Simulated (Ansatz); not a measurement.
**Elastic constants of Pb (Fm-3m) under pressure**

```yaml
crystal:
  lattice:
    - [0.00000, 2.46690, 2.46690]
    - [2.46690, 0.00000, 2.46690]
    - [2.46690, 2.46690, 0.00000]
  atoms:
    - { symbol: Pb, position: [0.00000, 0.00000, 0.00000] }
```

This is the zero-pressure cell. At each pressure cell and atoms are relaxed in this structure, and the constants are slopes of the stress at strains of ±0.005 with relaxed ions (the coefficients that govern stability under load). Level: PBEsol, PAW on Ansatz 0.2.0's default frozen-core files (fitted under PBE), scalar-relativistic; k mesh 20×20×20, strains of ±0.005, Fermi-Dirac smearing of 0.100 eV, cutoff 420 eV. P is the pressure of the relaxed cell, less that of this one.

| P (GPa) | V/V₀ | C11 (GPa) | C12 (GPa) | C44 (GPa) |
| --- | --- | --- | --- | --- |
| 0.00 | 1.0000 | 54.2 | 44.0 | 19.5 |
| 0.97 | 0.9807 | 59.2 | 48.5 | 20.8 |
| 1.94 | ? | ? | ? | ? |
| 3.96 | 0.9319 | 74.3 | 61.8 | 24.3 |
| 6.93 | 0.8945 | 88.4 | 74.4 | 27.5 |
| 9.96 | 0.8634 | 102.3 | 87.1 | 30.7 |
| 14.95 | 0.8223 | 123.9 | 107.8 | 36.0 |

Question: Does the bulk modulus from the constants agree with the pressure-volume curve?

Answer: A third-order Birch-Murnaghan fit to the volumes shown (F against f, f = [(V₀/V)^(2/3) − 1]/2) gives B₀ = 47.4 GPa and B′ = 4.9. Its −V dP/dV stands beside (C11 + 2C12)/3:

| P (GPa) | from P(V) | from the constants |
| --- | --- | --- |
| 0.00 | 47.4 | 47.4 |
| 0.97 | 52.0 | 52.0 |
| 3.96 | 65.9 | 65.9 |
| 6.93 | 79.1 | 79.1 |
| 9.96 | 92.2 | 92.2 |
| 14.95 | 113.2 | 113.2 |

Question: What are the pressure derivatives at zero pressure?

Answer: Slopes at V₀ of quadratic fits in −ln(V/V₀) through the first four rows shown, divided by B₀: dC11/dP = 5.2, dC12/dP = 4.6, dC44/dP = 1.3. The mean slopes up to 4.0 GPa are 5.1, 4.5, 1.2; curvature and scatter of the constants part the two. The combination (dC11/dP + 2 dC12/dP)/3 = 4.8 stands against B′.

Question: Fill the row at 1.94 GPa.

Answer: Cubic fits in −ln(V/V₀) through all rows shown give C11 = 64.2, C12 = 52.9, C44 = 22.0 GPa. Computed: V/V₀ = 0.9632, C11 (GPa) = 64.2, C12 (GPa) = 52.9, C44 (GPa) = 21.9.

Question: Does a shear stiffness soften?

Answer: C44 goes from 19.5 to 36.0 GPa; (C11 − C12)/2 goes from 5.1 to 8.0 GPa. Neither ends more than 3 % under its start, and the lattice stays mechanically stable over this range.

Known limits: no other phase was computed; many crystals of this kind change structure within this range, and rows or crossings beyond such a change describe a metastable lattice; frozen-core PAW files fitted under PBE, their cores solved anew for the functional of the run; responses of metals move with mesh and smearing; no spin-orbit coupling on heavy atoms; phonons weren't checked at these pressures.
